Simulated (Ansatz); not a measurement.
# ZrNbTe3: rattling a relaxed structure

It was reached by relaxing an invented guess, and it needn't be the stable form of this composition.

Computed with DFT PBE, scalar-relativistic, plane waves, PAW in Ansatz. Settings: cutoff 420 eV, Γ-centred mesh 6×8×4 on the computed 10-atom cell, Gaussian smearing of 0.10 eV; no spin polarisation.

The cell below (10 atoms, space group P2_1/m (No. 11)) is relaxed within its symmetry.

```
Zr Nb Te
1.0
     7.21546    0.00000    0.00902
     0.00000    3.75801    0.00000
    -2.65797    0.00000    9.69970
Zr Nb Te
2 2 6
Direct
  0.77485 0.25000 0.50077
  0.22515 0.75000 0.49923
  0.60781 0.25000 0.12497
  0.39219 0.75000 0.87503
  0.22105 0.25000 0.00929
  0.77895 0.75000 0.99071
  0.50817 0.75000 0.31962
  0.49183 0.25000 0.68038
  0.00112 0.25000 0.30371
  0.99888 0.75000 0.69629
```

For the test it was strained at random (σ = 1.5 % a component), the atoms were moved at random (σ = 0.10 Å), and all was relaxed again on a coarse 6×4×2 mesh (in the run’s order of axes) with 0.20 eV smearing, with no symmetry imposed.

These runs have no spin–orbit coupling, which can matter for Te.

Question: Does it come back?

Answer: It returns, within 1 meV/atom of the unmoved cell on that mesh and with the same symmetry when read at 0.1 Å. No instability shows in this cell; modes of other wave vectors, which need another repeat, aren't tested.
